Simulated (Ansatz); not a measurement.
Consider the following.

HfO2 (fluorite)

```xyz
6
Lattice="0.0000 5.0589 5.0589 2.5294 0.0000 2.5294 2.5294 2.5294 0.0000" Properties=species:S:1:pos:R:3 pbc="T T T"
Hf     0.0000     0.0000     0.0000
Hf     0.0000     2.5294     2.5294
O      1.2647     1.2647     1.2647
O      1.2647     3.7942     3.7942
O      3.7942     3.7942     3.7942
O      3.7942     6.3236     6.3236
```

Scan: atom 5 (O, nearest neighbour Hf at 2.191 Å; its periodic images, 3.6 Å or more away, move with it) is displaced along Cartesian [111], direction (0.577, 0.577, 0.577) in Cartesian axes, by s. The other atoms stay.

These are r2SCAN (plane waves to 500 eV, PAW, scalar-relativistic; Ansatz, a program for electronic structure) values and carry that method's errors. k mesh 9×9×9 (Γ-centred), Fermi-Dirac smearing 0.05 eV. E stands for the smeared free energy. Left out: 3 of 11 points, with atoms too close for the PAW data. HfO2 is run without spin polarisation. HfO2 was relaxed with its symmetry unable to fall. Spin-orbit coupling is left out, though Hf is heavy. The PAW data are Ansatz's earlier set. This is a high-temperature form of HfO2. The zero of ΔE is the undisplaced structure.

The scan covers s from -0.660 to 0.264 Å in 8 points.

Q: Is the energy the same for displacements of ±0.264 Å, and if not, which side lies higher?

A: Not even: the positive side lies higher at ±0.264 Å. With its periodic images moving along, the atom's site symmetry in this cell is 3m.

Q: What is the energy change at s = 0.264 Å?

A: 571 meV/cell.

Q: What force acts on the atom along the line at s = -0.660 Å?

A: 3.90 eV/Å.

Q: What is the force constant k = d²E/ds² of this move at s = 0?

A: 12.7 eV/Å².

(For displaced atoms, the force is minus the slope of the energy, and its curvature is a force constant, which sets phonon frequencies.)
